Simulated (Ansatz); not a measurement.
CdS:
```
CdS
1.0
    0.00000     2.96331     2.96331
    2.96331     0.00000     2.96331
    2.96331     2.96331     0.00000
S Cd
1 1
Direct
  0.75000   0.75000   0.75000
  0.00000   0.00000   0.00000
```

Relaxed with PBE.

Q: Give the Bader charges and basin volumes of the independent atoms, plane-wave PAW PBE (Ansatz code).

A: 

| atom | Bader charge (e) | Bader volume (Å³) |
|---|---|---|
| S1 | -0.86 | 30.1 |
| Cd2 | +0.86 | 22.0 |

Space group F-43m (zinc blende). The PBE relaxation kept the symmetry of its start.

Potentials: the later of the program's two PAW sets.
